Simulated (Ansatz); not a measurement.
MgO:
```
MgO
1.0
    0.00000     2.12685     2.12685
    2.12685     0.00000     2.12685
    2.12685     2.12685     0.00000
O Mg
1 1
Direct
  0.00000   0.00000   0.00000
  0.50000   0.50000   0.50000
```

Relaxed with PBE.

**Question.** Decompose the optical modes at the zone centre into irreducible representations, and say which are infrared and Raman allowed.

**Answer.** Point group m-3m: Γ_opt = T1u. Infrared: T1u. Raman: none.

**Question.** Assign frequencies (DFPT, the program Ansatz at the PBE level (PAW); without the LO–TO term).

**Answer.** T1u 365 cm⁻¹.

Space group Fm-3m (rock salt). The PBE relaxation kept the symmetry of its start; phonons on a q-mesh show no instability.

Potentials: the later of the program's two PAW sets.
